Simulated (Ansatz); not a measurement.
LaIr₂:
```yaml
crystal:
  lattice:
    - [0.00000, 3.85096, 3.85096]
    - [3.85096, 0.00000, 3.85096]
    - [3.85096, 3.85096, 0.00000]
  atoms:
    - { symbol: La, position: [0.00000, 0.00000, 0.00000] }
    - { symbol: La, position: [0.25000, 0.25000, 0.25000] }
    - { symbol: Ir, position: [0.62500, 0.62500, 0.62500] }
    - { symbol: Ir, position: [0.12500, 0.62500, 0.62500] }
    - { symbol: Ir, position: [0.62500, 0.62500, 0.12500] }
    - { symbol: Ir, position: [0.62500, 0.12500, 0.62500] }
```

Relaxed with r²SCAN. Special points in fractions of this cell's reciprocal vectors: Γ (0.000, 0.000, 0.000); X (0.500, 0.000, 0.500); U (0.625, 0.250, 0.625); K (0.375, 0.375, 0.750); L (0.500, 0.500, 0.500); W (0.500, 0.250, 0.750).

Q: List the band energies nearest the Fermi level at these points for r²SCAN in the plane-wave PAW code Ansatz.

A: In eV from the Fermi level; about four levels below and three above (degenerate sets whole), none deeper than 8.9 eV; points with the same levels are listed once.

```tsv
k	below	above
Γ	-0.75 -0.75 -0.75 -0.66 -0.66	0.75 0.75 0.75
X	-0.61 -0.61 -0.50 -0.50	1.17 1.17 2.28 2.28
U	-1.29 -1.13 -1.12 -0.32	0.11 1.15 1.69
L	-0.86 -0.86 -0.24 -0.24	0.81 0.81 1.16
W	-1.11 -1.11 -0.02 -0.02	1.39 1.39 2.42 2.42
```

Space group Fd-3m (cubic Laves (MgCu2 type)). The workflow started from a Materials Project entry (that database holds measured and hypothetical structures alike); the Crystallography Open Database files this formula in space group No. 227, but the cells were not matched. Whether it is the stable phase at ambient conditions was not checked. The cell was relaxed with r²SCAN under the symmetry of its start; its stability against distortions is not shown here. No spin polarisation was allowed. Scalar-relativistic: spin–orbit coupling is off unless named, which matters more the heavier the elements.

Potentials: the later of the program's two PAW sets.
